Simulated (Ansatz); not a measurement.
Tl:
```yaml
crystal:
  lattice:
    - [3.38543, 0.00000, 0.00000]
    - [-1.69271, 2.93187, 0.00000]
    - [0.00000, 0.00000, 5.48818]
  atoms:
    - { symbol: Tl, position: [0.33333, 0.66667, 0.75000] }
    - { symbol: Tl, position: [0.66667, 0.33333, 0.25000] }
```

Relaxed with LDA. Special points in fractions of this cell's reciprocal vectors: Γ (0.000, 0.000, 0.000); M (0.500, 0.000, 0.000); K (0.333, 0.333, 0.000); A (0.000, 0.000, 0.500); L (0.500, 0.000, 0.500); H (0.333, 0.333, 0.500).

**Question.** List the band energies nearest the Fermi level at these points for plane-wave PAW LDA (Ansatz code).

**Answer.** In eV from the Fermi level; about four levels below and three above (degenerate sets whole), none deeper than 8.9 eV; points with the same levels are listed once.

| k | below | above |
|---|---|---|
| Γ | -5.32 -3.14 | 8.37 8.37 10.50 |
| M | -5.85 -4.81 -0.79 | 0.33 1.28 3.87 |
| K | -4.63 -4.63 -1.42 | 1.76 1.76 2.72 |
| A | – | 3.25 3.25 9.36 9.36 9.36 9.36 |
| L | -4.75 -4.75 -2.49 -2.49 | 5.73 5.73 6.19 6.19 |
| H | -4.07 -4.07 -1.00 -1.00 | 0.14 0.14 7.70 7.70 |

Space group P6_3/mmc (hcp (Mg type)). Symmetry was held in the LDA relaxation. Scalar-relativistic: spin–orbit coupling is off unless named, which matters more the heavier the elements.

Potentials: the later of the program's two PAW sets.
